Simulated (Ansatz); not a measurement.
SiC in space group P6_222 (No. 180; Si on 3d, C on 3c), plane-wave PAW r²SCAN (Ansatz code), all energies at zero smearing, with the estimated change up to a 700 eV cutoff added, with one set of potentials and settings (totals compare only within such a set). Cell of 6 atoms (3 Si, 3 C): -2670.164 eV.

```
element                reference phase  E (eV/atom)
-------  -----------------------------  -----------
Si          Fd-3m, 2 atoms in the cell    -639.0667
C        P6_3/mmc, 4 atoms in the cell    -251.6711
```

Formation energy per atom, worked out: (-2670.164 − 3×(-639.0667) − 3×(-251.6711))/6 = 0.342 eV/atom (33 kJ per mol of atoms), at 0 K, without zero-point energy or fitted corrections.

The start of the workflow was typed in or built on a structure type; neither database checked (COD, Materials Project) lists it. It is not the phase usual at ambient conditions (space group No. 186, 216). Symmetry was held in the r²SCAN relaxation; its stability against distortions is not shown here. Its formation energy is positive at this level, so the cell may be metastable or incomplete. The references are the lowest solids computed at this level, not always the standard phases.

Potentials: the later of the program's two PAW sets.
